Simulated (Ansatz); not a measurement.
ZrHg (L1₀ or tetragonal B2, P4/mmm) under volume change, plane-wave PAW r²SCAN (Ansatz code), shape and atoms relaxed at each volume.

```tsv
V (Å³/atom)	E − E(relaxed) (meV/atom)	P (GPa)
19.250	70.2	12.86
19.884	29.5	7.87
20.519	___	___
21.153	0.0	0.00
21.788	___	___
22.423	23.5	-5.63
23.057	50.3	-7.80
```

**Question.** Fill in the missing entries.

**Answer.** 
- 21.788, E − E(relaxed) (meV/atom): 6.2
- 21.788, P (GPa): -3.06
- 20.519, E − E(relaxed) (meV/atom): 7.0
- 20.519, P (GPa): 3.61

**Question.** What does a third-order Birch–Murnaghan fit give for V₀, B₀ and B′?

**Answer.** V₀ = 21.15 Å³/atom, B₀ = 110 GPa, B′ = 4.5.

The workflow started from an entry of the Crystallography Open Database (COD). Whether it is the stable phase at ambient conditions was not checked. The r²SCAN relaxation kept the symmetry of its start; whether a distortion lowers the energy is not shown. No spin polarisation was allowed. Scalar-relativistic: spin–orbit coupling is off unless named, which matters more the heavier the elements.

Potentials: the later of the program's two PAW sets.
